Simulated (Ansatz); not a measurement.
**Yb2Al3As2 in Ansatz, settings compared**

The command:

```bash
ansatz run input.yaml --threads 1 --pin off --max-ram 2560MiB --backend cpu --events-out ev --progress --plain --runs-dir out
```

input.yaml:

```yaml
crystal:
  lattice:
    - [0.0, 4.145358, 0.0]
    - [5.202962, -2.072679, 0.0]
    - [1.254869, 0.0, -6.661613]
  atoms:
    - { symbol: Al, position: [0.3052, 0.6104, 0.8659] }
    - { symbol: Al, position: [0.6948, 0.3896, 0.1341] }
    - { symbol: Yb, position: [0.61937, 0.23874, 0.67742] }
    - { symbol: Yb, position: [0.38063, 0.76126, 0.32258] }
    - { symbol: As, position: [0.0936, 0.1872, 0.3617] }
    - { symbol: As, position: [0.9064, 0.8128, 0.6383] }
    - { symbol: Al, position: [0.0, 0.0, 0.0] }
  symmetry: { tolerance: 0.0003 }
kpoints:
  mp_grid: { grid: [5, 5, 3], shift: [0, 0, 0] }
magnetization:
  spin_polarized: false
scf:
  occupations: { method: fermi_dirac }
hamiltonian:
  pseudopotentials: { kind: paw }
  xc: r2scan
basis:
  ecutwfc: 500
output:
  forces: true
  stress: true
  eigenvalues: true
```

Origin of the cell: a known structure type with other elements, at an estimated volume, so it need not be a known compound.

The smearing width isn't typed, so it takes its default of 0.1 eV.

Output of this run (shortened):

```
SCF iter   1: F=—  HF=-38966.180492 eV  Δρ=2.96e-2  dr2=1.25e0  dr2_τ=2.71e-2  defer=1
SCF iter   2: F=—  HF=-38969.907873 eV  Δρ=2.55e-1  dr2=9.10e1  dr2_τ=4.07e-2  defer=12  recentre
SCF iter   3: F=—  HF=-38966.214396 eV  Δρ=2.16e-2  dr2=6.61e-1  dr2_τ=4.16e-3
SCF iter   4: F=—  HF=-38966.119477 eV  Δρ=7.20e-3  dr2=8.01e-2  dr2_τ=4.46e-4  defer=7
SCF iter   5: F=—  HF=-38966.132262 eV  Δρ=1.04e-2  dr2=1.50e-1  dr2_τ=6.36e-5  defer=8  recentre
[… 4 lines left out …]
SCF iter  10: F=—  HF=-38966.111567 eV  Δρ=3.10e-4  dr2=1.69e-4  dr2_τ=2.81e-7  defer=8
SCF iter  11: F=—  HF=-38966.111576 eV  Δρ=4.82e-5  dr2=4.65e-6  dr2_τ=2.19e-7  defer=8
SCF iter  12: F=—  HF=-38966.111465 eV  Δρ=1.44e-5  dr2=2.54e-7  dr2_τ=1.58e-7  defer=8
SCF iter  13: F=—  HF=-38966.111465 eV  Δρ=1.09e-5  dr2=1.72e-7  dr2_τ=3.90e-9
SCF iter  14: F=-38966.111465 eV  HF=-38966.111465 eV  Δρ=7.77e-6  dr2=8.08e-8  dr2_τ=1.06e-9
SCF 1 converged in 14 iterations: F = -38966.111465 eV  dr2 = 8.08e-8
SCF converged after 14 iterations
Free energy (F): -38966.111465 eV
Harris-Foulkes:  -38966.111465 eV  (|F-HF|=6.25e-8)
Internal energy: -38965.974115 eV  (E = F + TS)
E sigma→0 (E₀):  -38966.042790 eV
Entropy (-TS):   -0.137350 eV (-19.621 meV/atom)
Fermi energy:    11.605080 eV
--- Per-component energies (eV) ---
  E_band       = -383.271049
  E_kinetic    = 994.705320
  E_local      = -18167.176408  (includes V_loc(G=0)·N_el)
  E_nonlocal   = -237.936168
  E_hartree    = 8514.154039
  E_xc         = -584.830690
  E_vxc        = -727.342531  (∫ρ·V_xc dr)
  E_paw        = -19832.108829  (= ΣΔE_a)
  E_vpaw       = 685.063722  (= ΣTr[D̂ρ^β])
  E_aug_tail   = -0.000012  (compensation charges beyond the density's cutoff)
  E_vtau       = 41.075819  (kinetic-family band-sum trace: ∫τ·v_τ [+ j·A + Jᵃ·Aᵃ] dr)
  E_ewald      = -9651.384639
  E_core_change = -1.396727  (= ΣΔE_core)
  E_smearing   = -0.137350  (= −TS)
  Σ components = -38966.111465   (vs F -38966.111465, Δ=0.00e0)
--- Forces (eV/Å), atoms counted from 1 ---
  atom   1  Al    -0.297442    -0.000000    -0.630883
  atom   2  Al     0.297442     0.000000     0.630883
  atom   3  Yb     0.048927    -0.000000    -0.244367
  atom   4  Yb    -0.048927     0.000000     0.244367
  atom   5  As     1.006767     0.000000     0.832669
  atom   6  As    -1.006767    -0.000000    -0.832669
  atom   7  Al     0.000000     0.000000     0.000000
  max |Σ_I F_I| component: 0.00e0 eV/Å
--- Stress (GPa, compression-positive) ---
       -3.373140       0.000000       1.548497
        0.000000      -4.378752      -0.000000
        1.548497      -0.000000       0.603863
  P = ⅓ Tr σ = -2.3827 GPa (-23.827 kbar)
```

The same input was run again with these changes:

1. `scf.mixing.preconditioner` default → resta
2. `scf.occupations.method` fermi_dirac → tetrahedron
3. `crystal.symmetry` { tolerance: 0.0003 } → { detect: false }; `hamiltonian.xc` r2scan → lda
4. `scf.n_extra_bands` default → 32; `kpoints.mp_grid.grid` [5, 5, 3] → [4, 4, 2]

```json
{"run": "base", "end": "converged", "SCF iterations": "14", "P (GPa)": "-2.38", "max force component (eV/Å)": "1.007", "moment (μB)": "–", "ΔE(σ→0) (meV/atom)": "0"}
{"run": "1", "end": "converged", "SCF iterations": "15", "P (GPa)": "-2.38", "max force component (eV/Å)": "1.007", "moment (μB)": "–", "ΔE(σ→0) (meV/atom)": "0.00"}
{"run": "2", "end": "converged", "SCF iterations": "18", "P (GPa)": "-2.43", "max force component (eV/Å)": "0.976", "moment (μB)": "–", "ΔE(σ→0) (meV/atom)": "-2.10"}
{"run": "3", "end": "converged", "SCF iterations": "9", "P (GPa)": "-5.36", "max force component (eV/Å)": "0.901", "moment (μB)": "–", "ΔE(σ→0) (meV/atom)": "–"}
{"run": "4", "end": "converged", "SCF iterations": "14", "P (GPa)": "-2.16", "max force component (eV/Å)": "0.998", "moment (μB)": "–", "ΔE(σ→0) (meV/atom)": "-10.89"}
```

Energies are compared only where functional, datasets, charge and starting cell are the same.

Not properties of the system: run 4 (too coarse or loose: `kpoints.mp_grid.grid` = [4, 4, 2]).

Caveats of the base run: f shells without a U or exact exchange are poorly placed; no spin polarisation, so a magnetic state may lie lower; no spin-orbit coupling, though heavy elements are present; the k mesh is coarse if the cell is a metal.

Run 2: forces and stress under tetrahedra may miss the slope of the energy.

Time of the base run: 37 s of wall time on 1 CPU thread(s) of a shared host, from the program's own first density.
